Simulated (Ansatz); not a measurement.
ZrNi in space group Cmcm (No. 63; Zr on 4c, Ni on 4c) under volume change, plane-wave PAW PBEsol (Ansatz code), shape and atoms relaxed at each volume.

| V (Å³/atom) | E − E(relaxed) (meV/atom) | P (GPa) |
|---|---|---|
| 14.701 | 71.9 | 17.09 |
| 15.186 | 30.3 | 10.55 |
| 15.671 | 7.2 | 4.90 |
| 16.155 | 0.0 | 0.00 |
| 16.640 | 6.5 | -4.20 |
| 17.125 | 24.7 | -7.76 |
| 17.609 | 52.9 | -10.79 |

Question: What does a third-order Birch–Murnaghan fit give for V₀, B₀ and B′?

Answer: V₀ = 16.16 Å³/atom, B₀ = 150 GPa, B′ = 4.1.

The first step of the workflow began from a Materials Project structure, measured or hypothetical; the Crystallography Open Database files this formula in space group No. 63, but the cells were not matched. Its standing as an ambient phase is unchecked. Symmetry was held in the PBEsol relaxation; its stability against distortions is not shown here. The run is not spin-polarised.

Potentials: the later of the program's two PAW sets.
